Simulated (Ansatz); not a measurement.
# Structure relaxation, TiAl

The start is a relaxed TiAl cell displaced along its unstable phonon at q = (½, 0, 0) of its primitive reciprocal cell (133i cm⁻¹), largest move 0.15 Å. A full variable-cell relaxation at zero pressure is run with PBE (plane waves to 420 eV, PAW, scalar-relativistic; Ansatz, a quantum-chemistry and plane-wave program). The first steps use a coarse 4×8×6 k-mesh.

Input geometry:
```
TiAl
1.0
    9.24326     0.00000     0.00000
   -2.31082     4.00245     0.00000
    0.00000     0.00000     5.16941
Ti Al
4 4
Cartesian
  2.31082   1.33415   1.44235
  6.93245   1.33415   1.14235
  0.00000   2.66830   3.72706
  4.62163   2.66830   4.02706
  2.31082   1.33415   4.02639
  6.93245   1.33415   3.72772
  0.00000   2.66830   1.14302
  4.62163   2.66830   1.44169
```

- Volume change: -32.0 %, from 23.91 to 16.26 Å³/atom
- Relative to the parent: It does not go back: it reaches Pnma (No. 62), 1.18 eV/atom below the parent
- Shortest distances (start → end): The closest pairs of elements (up to four, under 3.6 Å), start → end: Al–Ti 2.58 → 2.74 Å; Al–Al 3.51 → 2.81 Å; Ti–Ti 3.51 → 2.93 Å
- Band gap at the end: no gap (metallic)
- Optimiser moves: 20

It ends as:

Space group Pnma (No. 62); a = 5.2573 Å, b = 4.5191 Å, c = 5.4766 Å, α = β = γ = 90.00°

| atom | site | symmetry | x | y | z |
|---|---|---|---|---|---|
| Ti | 4c | .m. | 0.1179 | 0.7500 | 0.3737 |
| Al | 4c | .m. | 0.4132 | 0.2500 | 0.3723 |

Final values are on a 9×10×9 k-mesh of the relaxed cell. No spin polarisation in the result.

The run could not lose the symmetry of its start, so the end can be a saddle point.

The relaxed structure here is a generated cell of TiAl: the first start was made by placing the elements on the sites of a structure type, and the end was not matched to a known phase here, so it may be hypothetical. Known forms of TiAl include space group No. 123.
